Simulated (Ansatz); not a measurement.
BeS:
```cif
data_Be4S4
_chemical_formula_sum 'S4 Be4'
_space_group_name_H-M_alt 'Fm-3m'
_space_group_IT_number 225
_space_group_name_Hall '-F 4 2 3'
_cell_length_a 4.58955
_cell_length_b 4.58955
_cell_length_c 4.58955
_cell_angle_alpha 90.000
_cell_angle_beta 90.000
_cell_angle_gamma 90.000
loop_
_atom_site_label
_atom_site_type_symbol
_atom_site_symmetry_multiplicity
_atom_site_Wyckoff_symbol
_atom_site_fract_x
_atom_site_fract_y
_atom_site_fract_z
_atom_site_occupancy
S1 S 4 a 0.00000 0.00000 0.00000 1
Be1 Be 4 b 0.50000 0.50000 0.50000 1
```
(The calculation used a cell of 2 atoms; values per cell refer to that cell.)

Relaxed with PBEsol.

### Question
Decompose the optical modes at the zone centre into irreducible representations, and say which are infrared and Raman allowed.

### Answer
Point group m-3m: Γ_opt = T1u. Infrared: T1u. Raman: none.

### Question
Assign frequencies (DFPT, DFT-PBEsol in the program Ansatz with PAW potentials; without the LO–TO term).

### Answer
T1u 185i cm⁻¹.

The start of the workflow was typed in or built on a structure type; neither database checked (COD, Materials Project) lists it. COD files the formula under space group No. 216. Whether it is the stable phase at ambient conditions was not checked. The PBEsol relaxation kept the symmetry of its start. At this level the phase is dynamically unstable (imaginary phonons).

Potentials: the earlier of the program's two PAW sets. The files were generated under PBE; for other functionals the program regenerates the frozen cores, and for LDA and PBEsol the local potential too.
